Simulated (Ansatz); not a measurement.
Given:

MgPt3:
```xyz
4
Lattice="3.8797 0.0000 0.0000 0.0000 3.8797 0.0000 0.0000 0.0000 3.8797" Properties=species:S:1:pos:R:3 pbc="T T T"
Mg     0.0000     0.0000     0.0000
Pt     1.9399     1.9399     0.0000
Pt     0.0000     1.9399     1.9399
Pt     1.9399     0.0000     1.9399
```

This is the LDA-relaxed structure.

**Question.** All from LDA in the plane-wave PAW code Ansatz, unless another level is named. Estimate the density of states at the Fermi level.

**Answer.** 0.94 states/eV per atom (mean over ±0.08 eV).

**Question.** Next, the formation energy from the elements (no fitted shifts)?

**Answer.** -0.60 eV/atom.

Space group Pm-3m (Cu3Au type). The workflow started from an entry of the Crystallography Open Database (COD); the relaxed space group is not among those it files for this formula. COD files the formula under space group No. 123, so this cell is another polymorph or a model. Whether it is the stable phase at ambient conditions was not checked. The cell was relaxed with LDA under the symmetry of its start; of distortions, only those at the zone centre were tested. The run is not spin-polarised. The references are the lowest solids computed at this level, not always the standard phases. Spin–orbit coupling is left out wherever it is not named.

Potentials: the later of the program's two PAW sets.
